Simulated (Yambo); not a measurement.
Yambo run on CsCdCl3 (cubic perovskite, space group Pm-3m, No. 221). The wavefunctions are norm-conserving PBEsol (Quantum ESPRESSO, 102 Ry, with spin-orbit coupling) ones on a 2×2×2 mesh (50 occupied bands); a = 5.2644 Å, b = 5.2644 Å, c = 5.2644 Å, α = 90.00°, β = 90.00°, γ = 90.00°.

Yambo input:

```
rim_cut
gw0
dyson
el_el_corr
HF_and_locXC
ppa
em1d
RandQpts= 1000000
RandGvec= 1 Ry
EXXRLvcs= 102 Ry
VXCRLvcs= 408 Ry
Chimod= "HARTREE"
% BndsRnXp
 9 | 206 |
%
NGsBlkXp= 6 Ry
% LongDrXp
 1.0 | 1.0 | 1.0 |
%
PPAPntXp= 27.2114 eV
% GbndRnge
 1 | 206 |
%
GTermKind= "BG"
DysSolver= "n"
ExtendOut
% QPkrange
 1 | 1 | 50 | 51 |
 4 | 4 | 50 | 50 |
%
```

k points by index: 1 = Γ, 4 = R.

Table of the .qp output:

```
#    K-point    Band    Eo [eV]    E [eV]    E-Eo [eV]    Vxc [eV]    Vnlxc [eV]    Sc|Eo [eV]    Sc|E [eV]    dSc/dw|Eo [eV]    Re(Z)    Im(Z)
#
    1    50    -0.438265    -1.666054    -1.227789    -14.25978    -18.60139    2.798559    3.113820    -6.986387    0.795704    -0.001301
    1    51    1.622808    2.905854    1.283047    -12.55301    -8.027727    -2.984727    -3.242240    -5.461021    0.832854    -0.001189
    4    50    0.000000    -1.039058    -1.039058    -16.95078    -20.91379    2.665024    2.923958    -6.780294    0.800528    -0.001367
```
(The two width columns are left out.) Convergence of these settings isn't established.

Geometry of the Materials Project entry, not relaxed at this level.
